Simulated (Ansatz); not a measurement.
Computed with DFT PBE, scalar-relativistic, plane waves, PAW in Ansatz 0.2.0. All cells share a 420 eV cutoff and Γ-centred k meshes spaced at most about 0.3 Å⁻¹ (about 0.25 or finer for metals, 2π included). No spin polarisation in the final relaxations.

These are static total energies at zero pressure.

Two forms of HfSc2O3 were relaxed alike.

A.

```xyz
6
Lattice="5.2295 0.0000 0.0000 -2.6148 4.5289 0.0000 0.0000 0.0000 3.0848" Properties=species:S:1:pos:R:3 pbc="T T T"
Hf    0.0000    0.0000    0.0000
Sc    0.0000    3.0193    1.5424
Sc    2.6148    1.5096    1.5424
O     2.6148    0.0000    0.0000
O    -1.3074    2.2645    0.0000
O     1.3074    2.2645    0.0000
```

B.

```xyz
6
Lattice="3.0980 0.0000 0.0000 -1.5490 2.6829 0.0000 0.0000 0.0000 8.2762" Properties=species:S:1:pos:R:3 pbc="T T T"
Hf    0.0000    0.0000    0.0000
Sc    0.0000    1.7886    5.4432
Sc    1.5490    0.8943    2.8330
O     0.0000    1.7886    1.5545
O     1.5490    0.8943    6.7217
O     0.0000    0.0000    4.1381
```

Question: Which form is favoured at zero pressure, and by what margin per atom?

Answer: A is lower, by 33 meV/atom. A has space group P6/mmm (No. 191), 12.2 Å³/atom and no gap on its mesh; B has Hf and Sc ordered on rock salt sites, space group P-3m1 (No. 164), 11.5 Å³/atom and no gap. Counting O atoms around Hf and Sc (those within 1.25 times the shortest such distance or 1.15 times the sum of covalent radii, 1.27 where that leaves under three), A and B both have Hf 6, Sc 6. The lower one is the more open, so pressure narrows the difference. Both come from invented guesses.

Spin–orbit coupling, which can matter for Hf, is left out. Cells relaxed within their symmetry can be saddle points.
